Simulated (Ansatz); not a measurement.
An Ansatz (a quantum-chemistry and plane-wave program) run. Input:

Ansatz 0.2 input:
```yaml
crystal:
  lattice:
    - [2.9361018125, 0.0, 0.0]
    - [0.0, 2.9361018125, 0.0]
    - [0.0, 0.0, 2.9361018125]
  atoms:
    - { symbol: Si, position: [0.5, 0.5, 0.5] }
    - { symbol: Os, position: [0.0, 0.0, 0.0] }
kpoints:
  mp_grid: { grid: [14, 14, 14] }
hamiltonian:
  xc: r2scan
  pseudopotentials: { azcp: { folder: ./paw }, kind: paw }
scf:
  occupations: { method: gaussian, width: 0.05 }
checkpoint: { read: metal.run }
output: { write_density: true, elf: true, volumetric_format: npy }
basis: { fft_grid_basis: typed }
```

Output (shortened):

```
Pseudopotential: Si, paw, valence charge 4
Pseudopotential: Os, paw, valence charge 16
Functional definition: r2SCAN
Crystal: 2 atoms, lattice volume = 25.311 Å³
Basis set: ecut = 500 eV, 619 PW (Γ), exchange–correlation on 96×96×96 points (64 copies of the dense FFT grid, shifted against one another)
Bands: 18, of which v1, the nominal top of the filled ones, is band 10 counted from 1 (9 counted from 0)
Symmetry: 48 space group operations
Space group: Pm-3m (ITA 221), of the structure as read, at distance tolerance 2.9e-5 Å
k-points: 120 of 2744
Stability of the state it starts from, as read at its close in the unpolarized treatment …
iter 1 solved again at ethr=4.01e-8 eV; its pass at ethr=3.10e-3 eV (dr2=8.02e-6 eV) is discarded
SCF iter   1: F=—  HF=-12038.575360 eV  |F-HF|=—  |Δ(HF+E_count)|=         —  Δρ=1.41e-7  dr2=3.12e-12  dr2_τ=5.61e-12  ethr=4.01e-8  ⟨swp⟩=3.1  Hψ=17353  notcnv=0
preconditioner: auto → none
SCF iter   2: F=-12038.575360 eV  HF=-12038.575360 eV  |F-HF|=0.00e0  |Δ(HF+E_count)|=   4.10e-9  Δρ=9.38e-8  dr2=2.11e-12  dr2_τ=1.96e-12  ethr=1.00e-12  ⟨swp⟩=5.4  Hψ=7699  notcnv=0
SCF 1 converged in 2 iterations: F = -12038.575360 eV  dr2 = 2.11e-12
SCF converged after 2 iterations
Free energy (F): -12038.575360 eV
Harris-Foulkes:  -12038.575360 eV  (|F-HF|=0.00e0)
Internal energy: -12038.574909 eV  (E = F + TS)
E sigma→0 (E₀):  -12038.575134 eV
Entropy (-TS):   -0.000451 eV (-0.226 meV/atom)
Fermi energy:    20.838158 eV
--- Per-component energies (eV) ---
  E_band       = -107.120143
  E_kinetic    = 542.281796
  E_local      = -1274.550579  (includes V_loc(G=0)·N_el)
  E_nonlocal   = 218.729426
  E_hartree    = 488.966302
  E_xc         = -274.971080
  E_vxc        = -324.497927  (∫ρ·V_xc dr)
  E_paw        = -9594.409258  (= ΣΔE_a)
  E_vpaw       = -265.272552  (= ΣTr[D̂ρ^β])
  E_aug_tail   = 0.000258  (compensation charges beyond the density's cutoff)
  E_vtau       = 18.256812  (kinetic-family band-sum trace: ∫τ·v_τ [+ j·A + Jᵃ·Aᵃ] dr)
  E_ewald      = -2144.160176
  E_core_change = -0.461598  (= ΣΔE_core)
  E_smearing   = -0.000451  (= −TS)
  E_closure    =  0.000000  (closes the sum)
  Σ components = -12038.575360   (vs F -12038.575360, Δ=0.00e0)
  [band-id]    e_kinetic+e_local+e_nonlocal+2·e_hartree+e_vxc+e_vpaw+e_augmentation_tail+e_vtau = -107.120162   (vs E_band -107.120143, Δ=-1.90e-5)
--- Band table (eV; the first three rows and the last of 120) ---
  k-point 0: bands = ["-67.4972", "-26.2212", "-26.2212", "-26.2212", "5.8247", "14.8872", "14.8872", "20.0824", "20.0824", "20.0824", "23.0752", "23.0752", "23.0752", "31.0965", "31.0965", "31.1330", "39.6005", "39.6005"]
  k-point 1: bands = ["-67.4965", "-26.2366", "-26.2198", "-26.2198", "5.9384", "14.8962", "14.9354", "19.7614", "19.7614", "20.1038", "22.6950", "23.4671", "23.4671", "30.7162", "31.1418", "31.7648", "39.1698", "39.1698"]
  k-point 2: bands = ["-67.4947", "-26.2797", "-26.2160", "-26.2160", "6.2746", "14.8571", "15.0748", "19.0965", "19.0965", "20.1644", "21.9273", "24.3485", "24.3485", "29.7881", "31.2247", "33.3775", "37.9328", "37.9328"]
  k-point 119: bands = ["-67.4579", "-26.4493", "-26.4493", "-26.4493", "12.6470", "12.6470", "12.6470", "17.2754", "22.5303", "22.5303", "23.0097", "23.0097", "23.0097", "28.7484", "28.7484", "28.7484", "29.8340", "44.4223"]
```

Cost: very roughly 9 core-seconds on shared cores.

The first step of the workflow began from a Materials Project structure, measured or hypothetical; the Crystallography Open Database copy checked does not list it. COD files the formula under space group No. 198, so this cell is another polymorph or a model. Its standing as an ambient phase is unchecked. Symmetry was held in the r²SCAN relaxation; whether a distortion lowers the energy is not shown. The run is not spin-polarised. Scalar-relativistic: spin–orbit coupling is off unless named, which matters more the heavier the elements.

Potentials: the earlier of the program's two PAW sets.

Ansatz is a plane-wave DFT program.
